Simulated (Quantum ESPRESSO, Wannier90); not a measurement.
**CsPbBr3 (cubic perovskite), plane waves to Wannier functions**

```
CsPbBr3
1.0
    5.94863     0.00000     0.00000
    0.00000     5.94863     0.00000
    0.00000     0.00000     5.94863
Cs Pb Br
1 1 3
Direct
  0.00000   0.00000   0.00000
  0.50000   0.50000   0.50000
  0.50000   0.50000   0.00000
  0.00000   0.50000   0.50000
  0.50000   0.00000   0.50000
```

Structure: Materials Project mp-600089, symmetrised, not relaxed again. COD (Crystallography Open Database) records the formula in this space group. Ideal cubic forms of this type are often high-temperature phases that distort on cooling; symmetry holds the cell here, and its stability was not tested. Computed values, not measurements, from PBEsol: Quantum ESPRESSO (norm-conserving PseudoDojo potentials, cutoff 50 Ry, no spin polarisation, no spin-orbit coupling) on a Γ-centred 6×6×6 mesh, then Wannier90. Density: 6×6×6 mesh, cold smearing 0.01 Ry. Spin-orbit coupling is left out although heavy elements are present.

Functional, cutoff and mesh named above are those of the base row (1); the first column says what each row takes instead. Model: 12 functions from bands 7-9,14-22, start SCDM (isolated) (the valence bands). Energies are relative to the valence-band maximum; the misfit is to pw.x on a path, for all bands of the set. The lattice is scaled uniformly, fractional positions fixed. Ω_total can sit in another minimum from row to row; Ω_I of an isolated set cannot.

```tsv
scale	Ω_I (Å²)	Ω_total (Å²)	rms misfit (meV)	gap (eV)	bottom of band 7 (eV)
0.97	23.00	26.04	5.4	1.20	-15.32
0.985	22.27	25.27	4.1	1.41	-14.89
1	21.65	24.62	3.1	1.59	-14.49
1.015	21.13	24.07	2.4	1.74	-14.14
1.03	20.68	23.60	1.9	1.87	-13.82
```
